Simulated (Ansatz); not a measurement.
## Static calculation, MnF2

System: MnF₂, 6 atoms in the cell.

Ansatz input (lattice in Å, positions in fractions of it; a bare `kind: paw` takes the build's default datasets)
```yaml
crystal:
  lattice:
    - [4.873, 0, 0]
    - [0, 4.873, 0]
    - [0, 0, 3.31]
  atoms:
    - { symbol: Mn, position: [0, 0, 0], spin: 5 }
    - { symbol: Mn, position: [0.5, 0.5, 0.5], spin: -5 }
    - { symbol: F, position: [0.305, 0.305, 0] }
    - { symbol: F, position: [0.695, 0.695, 0] }
    - { symbol: F, position: [0.805, 0.195, 0.5] }
    - { symbol: F, position: [0.195, 0.805, 0.5] }
kpoints:
  mp_grid: { grid: [4, 4, 6] }
hamiltonian:
  xc: r2scan
  pseudopotentials:
    kind: paw
    azcp:
      F: "pseudopotentials/pbe/paw/ansatz_paw_generated_hard_1/F.paw.azcp"
      Mn: "pseudopotentials/pbe/paw/ansatz_paw_generated_hard_1/Mn.paw.azcp"
scf:
  occupations: { method: fermi_dirac, width: 0.05 }
  convergence: { dr2_threshold: "1e-9 eV" }
  max_iter: 300
output:
  forces: true
  stress: true
  eigenvalues: true
magnetization:
  spin_polarized: true
```

Theory: r²SCAN, plane waves, PAW datasets (generated hard set) in Ansatz 0.2.0 development build.

What the run gave

```yaml
Plane-wave_cutoff_used: 700 eV
Pressure: -0.78 GPa
Largest_force: 0.042 eV/Å on F3 and F4 and F5 and F6
Net_moment: 0.00 μB
Gap_on_the_mesh: 2.98 eV
Valence_electrons: 58
Irreducible_k-points: 28
CPU_time: about 70 core-seconds on a shared host
```

```json
{"atom": "Mn1", "Fx (eV/Å)": "0.000", "Fy (eV/Å)": "0.000", "Fz (eV/Å)": "0.000", "moment (μB)": "4.23"}
{"atom": "Mn2", "Fx (eV/Å)": "0.000", "Fy (eV/Å)": "0.000", "Fz (eV/Å)": "0.000", "moment (μB)": "-4.23"}
{"atom": "F3", "Fx (eV/Å)": "-0.030", "Fy (eV/Å)": "-0.030", "Fz (eV/Å)": "0.000", "moment (μB)": "-0.03"}
{"atom": "F4", "Fx (eV/Å)": "0.030", "Fy (eV/Å)": "0.030", "Fz (eV/Å)": "0.000", "moment (μB)": "-0.03"}
{"atom": "F5", "Fx (eV/Å)": "-0.030", "Fy (eV/Å)": "0.030", "Fz (eV/Å)": "0.000", "moment (μB)": "0.03"}
{"atom": "F6", "Fx (eV/Å)": "0.030", "Fy (eV/Å)": "-0.030", "Fz (eV/Å)": "0.000", "moment (μB)": "0.03"}
```
Site moments are counted near each atom and needn't add up to the net moment.

Stress tensor in GPa, compression positive:
```
-0.69  0.00  0.00
 0.00 -0.69  0.00
 0.00  0.00 -0.96
```

The stress includes the program's correction for the finite plane-wave basis.

A gap read on the mesh is an upper bound of this method's gap, since the mesh can miss a band edge. One magnetic order was tried; another may lie lower. Potentials made with PBE were used with another functional. Semilocal functionals give gaps that mostly lie well below measured ones.
